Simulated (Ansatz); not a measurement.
**TiBeC: input and output**

The input, for Ansatz 0.2.0 (plane waves, PAW):

```yaml
crystal:
  lattice:
    - [5.569088, 0.0, 0.0]
    - [-2.784544, 4.822972, 0.0]
    - [0.0, 0.0, 2.862601]
  atoms:
    - { symbol: Be, position: [0.2536, 0.0, 0.0] }
    - { symbol: Be, position: [0.7464, 0.7464, 0.0] }
    - { symbol: Be, position: [0.0, 0.2536, 0.0] }
    - { symbol: C, position: [0.3333, 0.6667, 0.0] }
    - { symbol: C, position: [0.6667, 0.3333, 0.0] }
    - { symbol: Ti, position: [0.5937, 0.0, 0.5] }
    - { symbol: Ti, position: [0.4063, 0.4063, 0.5] }
    - { symbol: Ti, position: [0.0, 0.5937, 0.5] }
    - { symbol: C, position: [0.0, 0.0, 0.5] }
  symmetry: { tolerance: 0.0003 }
kpoints:
  mp_grid: { grid: [7, 7, 12], shift: [0, 0, 0] }
  band_path:
    path:
      - [0.0, 0.0, 0.0]
      - [0.5, 2.0e-08, 0.0]
      - [0.33333333, 0.33333335, 0.0]
      - [0.0, 0.0, 0.0]
      - [0.0, 0.0, 0.5]
      - [0.5, 2.0e-08, 0.5]
      - [0.33333333, 0.33333335, 0.5]
      - [0.0, 0.0, 0.5]
    npoints: 7
magnetization:
  spin_polarized: false
scf:
  occupations: { method: fermi_dirac }
  lower_state_search: "off"
  max_iter: 200
hamiltonian:
  pseudopotentials: { kind: paw }
  xc: mr2scan
basis:
  ecutwfc: 500
  fft_grid_basis: typed
output:
  forces: true
  stress: true
  eigenvalues: true
  bader: true
  populations: true
  elf: true
  write_potential: true
  volumetric_format: npy
  dos:
    e_range: [-12, 8]
    de: 0.05
    projected: { site_lists: { Be: [Be], C: [C], Ti: [Ti] } }
checkpoint:
  read: saved_state
```

The saved state is an earlier solution for the same cell, perhaps on another mesh. 

Output (shortened):

```
Warning: the atoms were moved onto the symmetric positions of the space group found under crystal.symmetry.tolerance 3.0e-4 (fractional; no operation is sought that the atoms, as they stand in a round, miss by more than twice it, and no atom is moved by as much as it), and the run uses the moved positions.
Pseudopotentials: kind: paw
Pseudopotential: Be, paw, valence charge 2, recommended cutoff 500 eV (meta_gga), Be.paw.azcp
Pseudopotential: C, paw, valence charge 4, recommended cutoff 500 eV (meta_gga), C.paw.azcp
Pseudopotential: Ti, paw, valence charge 12, recommended cutoff 500 eV (meta_gga), Ti.paw.azcp
Functional definition: m-r2SCAN
  exchange = m_r2scan_x
  correlation = m_r2scan_c
Crystal: 9 atoms, lattice volume = 76.888 Å³
Basis set: ecut = 500 eV, 1949 PW (Γ), exchange–correlation on 180×180×96 points (64 copies of the dense FFT grid, shifted against one another)
Bands: 36, of which v1, the nominal top of the filled ones, is band 27 counted from 1 (26 counted from 0)
Symmetry: 12 space group operations
Space group: P-62m (ITA 189), of the structure as read, at distance tolerance 1.3e-3 Å
k-points: 56 of 588 (time reversal used)
Initial density: read from a saved state, or passed on in memory by an earlier SCF of this step, an earlier step, the calling program or the single point that the run made first
Functional: x = mr2scan, c = mr2scan; τ floored in thin density (d = 2e-4 eV/Å³)
Free energy (F): -8550.2370 eV
Harris-Foulkes:  -8550.2370 eV  (|F-HF|=2.31e-9)
Internal energy: -8550.1743 eV  (E = F + TS)
E sigma→0 (E₀):  -8550.2056 eV
Entropy (-TS):   -0.0628 eV (-6.973 meV/atom)
Fermi energy:    15.0104 eV
--- Stress (GPa, compression-positive) ---
       -3.6098       0.0000       0.0000
        0.0000      -3.6098       0.0000
        0.0000       0.0000      30.4935
  P = ⅓ Tr σ = 7.7579 GPa (77.579 kbar)
--- Löwdin populations: 9 sites ---
  site symbol       q [e]
     0     Be      0.5793
     1     Be      0.5793
     2     Be      0.5793
     3      C      5.1003
     4      C      5.1003
     5     Ti     11.7337
     6     Ti     11.7337
     7     Ti     11.7337
     8      C      5.4416
  spilling = 0.0263 (of n_electrons = 54.0000)
--- Bader charges: 9 sites ---
  site symbol  charge [e]  shift [e]
     0     Be      1.4518     0.0000
     1     Be      1.4518     0.0000
     2     Be      1.4518     0.0000
     3      C     -2.5667     0.0012
     4      C     -2.5669     0.0012
     5     Ti      1.3048     0.0010
     6     Ti      1.3048     0.0010
     7     Ti      1.3048     0.0010
     8      C     -3.1363     0.0006
```

Origin: a known structure type with other elements, at an estimated volume, so it need not be a known compound. Caveats: atoms or cell far from equilibrium; m-r2SCAN is r2SCAN with a changed spin dependence that lowers moments.
